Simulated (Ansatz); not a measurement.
RbAlF$_{4}$:
```cif
data_AlF4Rb
_chemical_formula_sum 'Rb1 Al1 F4'
_space_group_name_H-M_alt 'P 1'
_space_group_IT_number 1
_cell_length_a 3.65840
_cell_length_b 3.65840
_cell_length_c 6.26687
_cell_angle_alpha 90.000
_cell_angle_beta 90.000
_cell_angle_gamma 90.000
loop_
_space_group_symop_operation_xyz
  'x, y, z'
loop_
_atom_site_label
_atom_site_type_symbol
_atom_site_fract_x
_atom_site_fract_y
_atom_site_fract_z
_atom_site_occupancy
Rb1 Rb 0.00000 0.00000 0.00000 1
Al1 Al 0.50000 0.50000 0.50000 1
F1 F 0.50000 0.50000 0.78133 1
F2 F 0.50000 0.50000 0.21867 1
F3 F 0.50000 0.00000 0.50000 1
F4 F 0.00000 0.50000 0.50000 1
```

Relaxed with r²SCAN.

Question: Which orbitals make up the states near the band edges in DFT-r²SCAN in the program Ansatz with PAW potentials?

Answer: Top 1 eV of the valence band: F 2p 98 %. Bottom 1 eV of the conduction band: Rb 5s 58 %, F 2s 16 %, Al 3s 11 %, Al 3p 5 %. Projections are on Löwdin-orthogonalised atomic valence shells; empty p or d shells of many metals are not among them.

Question: Tabulate the density of states.

Answer: States/eV per cell of 6 atoms, in 0.25 eV bins, energy from the valence-band maximum.

```
E (eV)  total   F 2p  Rb 4p  Al 3p
------  -----  -----  -----  -----
-7.40    0.00   0.00   0.00   0.00
-7.15    5.45   0.23   5.16   0.02
-6.90    8.99   0.24   8.63   0.06
-6.65    5.94   0.12   5.78   0.02
-6.40    3.62   0.05   3.56   0.00
-6.15    0.68   0.55   0.01   0.00
-5.90    0.85   0.68   0.01   0.01
-5.65    0.97   0.79   0.02   0.02
-5.40    1.15   0.95   0.02   0.03
-5.15    1.40   1.17   0.02   0.06
-4.90    2.17   1.84   0.02   0.10
-4.65    1.17   1.00   0.01   0.13
-4.40    1.38   1.20   0.01   0.16
-4.15    1.71   1.51   0.00   0.18
-3.90    1.14   1.03   0.00   0.09
-3.65    0.98   0.90   0.00   0.06
-3.40    1.60   1.50   0.00   0.06
-3.15    3.32   3.06   0.02   0.17
-2.90    5.77   5.40   0.03   0.22
-2.65    5.66   5.38   0.05   0.11
-2.40    4.89   4.60   0.05   0.09
-2.15    3.50   3.30   0.03   0.07
-1.90    4.10   3.95   0.04   0.02
-1.65    4.76   4.61   0.04   0.02
-1.40    7.09   6.85   0.02   0.06
-1.15    7.03   6.83   0.03   0.06
-0.90    6.79   6.54   0.07   0.08
-0.65   11.84  11.58   0.10   0.05
-0.40    8.42   8.31   0.04   0.01
-0.15    7.55   7.45   0.05   0.00
0.10     0.07   0.07   0.00   0.00
0.35     0.00   0.00   0.00   0.00
0.60     0.00   0.00   0.00   0.00
0.85     0.00   0.00   0.00   0.00
1.10     0.00   0.00   0.00   0.00
1.35     0.00   0.00   0.00   0.00
1.60     0.00   0.00   0.00   0.00
1.85     0.00   0.00   0.00   0.00
2.10     0.00   0.00   0.00   0.00
2.35     0.00   0.00   0.00   0.00
2.60     0.00   0.00   0.00   0.00
2.85     0.00   0.00   0.00   0.00
3.10     0.00   0.00   0.00   0.00
3.35     0.00   0.00   0.00   0.00
3.60     0.00   0.00   0.00   0.00
3.85     0.00   0.00   0.00   0.00
4.10     0.00   0.00   0.00   0.00
4.35     0.00   0.00   0.00   0.00
4.60     0.00   0.00   0.00   0.00
4.85     0.00   0.00   0.00   0.00
5.10     0.00   0.00   0.00   0.00
5.35     0.00   0.00   0.00   0.00
5.60     0.00   0.00   0.00   0.00
5.85     0.00   0.00   0.00   0.00
6.10     0.00   0.00   0.00   0.00
6.35     0.00   0.00   0.00   0.00
6.60     0.00   0.00   0.00   0.00
6.85     0.00   0.00   0.00   0.00
7.10     0.00   0.00   0.00   0.00
7.35     0.00   0.00   0.00   0.00
7.60     0.00   0.00   0.00   0.00
7.85     0.00   0.00   0.00   0.00
8.10     0.01   0.00   0.00   0.00
8.35     0.11   0.00   0.00   0.00
8.60     0.17   0.01   0.00   0.01
8.85     0.23   0.01   0.00   0.01
9.10     0.29   0.01   0.00   0.03
9.35     0.40   0.02   0.00   0.04
9.60     0.47   0.03   0.00   0.06
9.85     0.64   0.03   0.01   0.08
10.10    1.14   0.04   0.01   0.12
10.35    1.54   0.06   0.01   0.17
10.60    2.56   0.09   0.01   0.26
10.85    2.59   0.09   0.01   0.33
11.10    2.21   0.07   0.01   0.33
11.35    3.28   0.08   0.01   0.46
11.60    3.83   0.08   0.01   0.53
11.85    2.91   0.05   0.00   0.37
```

Space group P4/mmm. The workflow started from a Materials Project entry (that database holds measured and hypothetical structures alike); the Crystallography Open Database files this formula in space group No. 123, but the cells were not matched. Its standing as an ambient phase is unchecked. The r²SCAN relaxation kept the symmetry of its start; whether a distortion lowers the energy is not shown. Scalar-relativistic: spin–orbit coupling is off unless named, which matters more the heavier the elements.

Potentials: the later of the program's two PAW sets.
